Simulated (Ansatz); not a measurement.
LuSe, DFT, PBEsol, all-electron LAPW, scalar-relativistic (Ansatz 0.2.0), run on 1 thread of Intel(R) Xeon(R) 6975P-C (Granite Rapids) on a shared host.

The cell is COD entry 1538176, as deposited and not checked against the literature; nothing was relaxed. The listed cell was then made from it by scaling, straining or moving an atom.

Command: `ansatz run input.yaml --threads 1 --pin off --max-ram 3072MiB --backend cpu --events-out ev --progress --plain --runs-dir out`

```yaml
crystal:
  lattice:
    - [0.0, 2.788, 2.76012]
    - [2.788, 0.0, 2.76012]
    - [2.788, 2.788, 0.0]
  atoms:
    - { symbol: Lu, position: [0.0, 0.0, 0.0] }
    - { symbol: Se, position: [0.5, 0.5, 0.5] }
kpoints:
  mp_grid: { grid: [9, 9, 9] }
  band_path:
    path:
      - [0.0, 0.0, 0.0]
      - [0.0, 0.5, 0.5]
      - [0.25, 0.75, 0.5]
      - [0.0, 0.5, 0.0]
      - [0.0, 0.0, 0.0]
      - [0.5, 0.5, 0.0]
      - [0.3775380063, 0.6224619937, 0.0]
      - [-0.3775380063, 0.3775380063, 0.0]
      - [0.0, 0.0, 0.0]
    npoints: 5
scf:
  occupations: { method: fermi_dirac, width: 0.02 }
hamiltonian:
  xc: pbesol
  pseudopotentials: { kind: all_electron, lapw: { basis_error: 0.001 } }
output:
  forces: true
  stress: true
  eigenvalues: true
```

Question: How large is the problem that the program sets up?

Answer: 75 irreducible k-points, 411 plane waves at Γ, 39 bands.

Question: Estimate the wall time and the peak memory.

Answer: 20 s of wall time for 8 SCF iterations, with a peak of 0.5 GiB. Times on shared machines scatter by tens of per cent.
